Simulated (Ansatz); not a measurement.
Starting cell, BAs (zinc blende):

```yaml
crystal:
  lattice:
    - [0.00000, 4.78259, 4.78259]
    - [2.39129, 2.39129, 4.78259]
    - [2.39129, 2.39129, 0.00000]
  atoms:
    - { symbol: As, position: [0.00000, 0.75000, 0.75000] }
    - { symbol: As, position: [0.50000, 0.75000, 0.75000] }
    - { symbol: B, position: [0.00000, 0.00000, 0.00000] }
    - { symbol: B, position: [0.50000, 0.00000, 0.00000] }
```

The atoms are displaced by Q × the pattern below (from a DFPT mode at X = (0.5, 0.5, 0.0), largest move 1; Q in Å), at fixed cell. It is one choice among 2 degenerate patterns. (q is in reciprocal vectors of the primitive cell; the cell shown is doubled to hold the pattern.)

| atom | x | y | z |
|---|---|---|---|
| As1 | -0.104 | 0.000 | 0.000 |
| As2 | 0.104 | 0.000 | 0.000 |
| B3 | 0.000 | 1.000 | 0.000 |
| B4 | 0.000 | -1.000 | 0.000 |

These are r2SCAN (plane waves to 500 eV, PAW, scalar-relativistic; Ansatz, a program for electronic structure) values and carry that method's errors. k mesh 12×12×12 (Γ-centred), Fermi-Dirac smearing 0.05 eV. E stands for the smeared free energy. BAs was relaxed with its symmetry unable to fall. The PAW data are Ansatz's earlier set. ΔE is measured from the undisplaced structure.

| Q (Å) | ΔE (meV/cell) |
|---|---|
| -0.280 | 1287 |
| -0.187 | 580 |
| -0.093 | 146 |
| 0.000 | 0 |
| 0.093 | 146 |
| 0.187 | 580 |
| 0.280 | 1287 |

### Question
Which DFPT wavenumber at X = (0.5, 0.5, 0.0) belongs to this mode?
A. 738 cm⁻¹
B. 200 cm⁻¹
C. 627 cm⁻¹
D. 323 cm⁻¹

### Answer
C, 627 cm⁻¹. The curvature of the scan gives 627 cm⁻¹

(A displaced cell: forces are minus the slopes of the energy, force constants its curvatures, and phonons follow from these.)
